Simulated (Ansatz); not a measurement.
A geometry of MoS$_{2}$ away from equilibrium: step 2 of the relaxation of a relaxed MoS2 cell stretched uniformly to 150 % of its volume. Computed with PBE (plane waves to 420 eV, PAW, scalar-relativistic; Ansatz, a first-principles code). Γ-centred k-mesh 7×7×7 on the run's cell (coarser than for final values), Fermi–Dirac smearing 0.05 eV. The plane waves were selected for a different cell earlier on the path.

```
MoS2
1.0
    1.76499     1.01901     8.20864
   -1.76499     1.01901     8.20864
    0.00000    -2.03803     8.20864
Mo S
1 2
Direct
  0.99999   0.99999   0.99999
  0.72924   0.72924   0.72924
  0.60407   0.60407   0.60407
```

What forces act on the atoms (eV/Å)?


| atom | Fx | Fy | Fz |
|---|---|---|---|
| Mo1 | 0.00 | 0.00 | 0.00 |
| S2 | 0.00 | 0.00 | -1.10 |
| S3 | 0.00 | 0.00 | 1.10 |

The path ends in R3m (No. 160). No spin polarisation in the result. Without a van der Waals term the distances between weakly bound units are poorly fixed.

The run could not lose the symmetry of its start.

Without dispersion the volume is uncertain too.
